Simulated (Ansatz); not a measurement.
Level: r2SCAN, no spin polarisation; 500 eV; 7×7×7 Γ-centred mesh; fermi-dirac occupations (width 0.1 eV); Ansatz 0.2.0, fixed geometry.

Computed maps in the lattice plane spanned by a (left to right, 5.77 Å, 17 points from zero) and b (bottom to top, 3.77 Å, 11 points from zero), 90° apart, at height 0.000 along c. The fields are smooth PAW ones with compensation charges, not the true ones near nuclei.

Valence density. Digits on a logarithmic scale: 0 up to 0.03 e/Å³, each further digit a factor of 1.6, 9 from 1.3 e/Å³ up:
```
78974469999644798
99863357997533689
77642235665322467
44322236996322234
22222249999422222
22222249999422222
44322236996322234
77642235665322467
99863357997533689
78974469999644798
47975479999745797
```

The cell is BaMgCl2O5. Which atoms lie within 0.2 Å of this plane, and where (fractions of a and b)?

Ba at (0.00, 0.00), Mg at (0.50, 0.50), O at (0.50, 0.00). The whole cell:
```xyz
9
Lattice="0.0000 5.7695 0.0000 3.7681 0.0000 0.0000 1.8841 2.8848 -5.6686" Properties=species:S:1:pos:R:3 pbc="T T T"
Ba    0.0000    0.0000    0.0000
Mg    1.8841    2.8848    0.0000
Cl    1.8841    5.7695   -3.3683
Cl    3.7681    2.8848   -2.3003
O     1.8841    1.5001   -1.6779
O     1.8841    4.2694   -1.6779
O     3.7681    7.1542   -3.9907
O     3.7681    4.3848   -3.9907
O     0.0000    2.8848    0.0000
```

Origin: a known structure type with other elements, at an estimated volume, so it need not be a known compound. Caveats: many states at the Fermi level without spin polarisation, so a magnetic state may lie lower.
